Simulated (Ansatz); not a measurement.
The start is a generated trial cell of Al in the graphite structure type. The structure is fully relaxed (lattice and positions, P = 0) with r2SCAN (plane waves to 500 eV, PAW, scalar-relativistic; Ansatz, an electronic-structure program). First-step values are on the input's coarse k-mesh.

Ansatz input (later rounds restart from its end on a renewed k-mesh):
Ansatz 0.2 input:
```yaml
crystal:
  lattice:
    - [4.1235589, 0, 0]
    - [-2.0617795, 3.5711068, 0]
    - [0, 0, 11.231008]
  atoms:
    - { symbol: Al, position: [0, 0, 0.25] }
    - { symbol: Al, position: [0, 0, 0.75] }
    - { symbol: Al, position: [0.33333333, 0.66666667, 0.25] }
    - { symbol: Al, position: [0.66666667, 0.33333333, 0.75] }
basis: { ecutwfc: 500, ecutrho_ratio: 4, xc_grid: 4, fft_grid_basis: typed }
kpoints: { mp_grid: { grid: [9, 9, 3] } }
hamiltonian:
  xc: r2scan
  dispersion: none
  pseudopotentials: { kind: paw }
scf: { occupations: { method: fermi_dirac, width: 0.05 } }
relax: { f_tol: 0.01, max_steps: 100, cell: { stress_tol: 0.02 } }
output: { forces: true, stress: true }
```

Problem. How large is the pressure on the unrelaxed cell, and of which sign?

Solution. +6.3 GPa (positive: the cell is compressed).

Problem. By how much does the energy per atom fall from start to end?

Solution. 0.88 to 0.90 eV/atom (the two k-meshes of the run give this range).

Problem. What does it relax into? Give the structure.

Solution. 
```cif
data_Al4
_chemical_formula_sum 'Al4'
_space_group_name_H-M_alt 'P63/mmc'
_space_group_IT_number 194
_space_group_name_Hall '-P 6c 2c'
_cell_length_a 4.50052
_cell_length_b 4.50052
_cell_length_c 5.22153
_cell_angle_alpha 90.000
_cell_angle_beta 90.000
_cell_angle_gamma 120.000
loop_
_atom_site_label
_atom_site_type_symbol
_atom_site_symmetry_multiplicity
_atom_site_Wyckoff_symbol
_atom_site_fract_x
_atom_site_fract_y
_atom_site_fract_z
_atom_site_occupancy
Al1 Al 2 b 0.00000 0.00000 0.25000 1
Al2 Al 2 d 0.66667 0.33333 0.25000 1
```

The space group stays P6₃/mmc (No. 194) (the run could not lower it), with 4 atoms in the primitive cell. Final values are on a 12×12×9 k-mesh of the relaxed cell. No spin polarisation in the result.

The run could not lower the symmetry of its start; a shaken copy of this end point relaxes with r2SCAN to Pbca (No. 61) at a tolerance of 0.01 Å, Cmce (No. 64) at 0.1 Å, 0.37 eV/atom lower.

The relaxed structure here is a generated cell of Al: the first start was made by placing the elements on the sites of a structure type, and the end was not matched to a known phase here, so it may be hypothetical. Known forms of Al include space group No. 225.
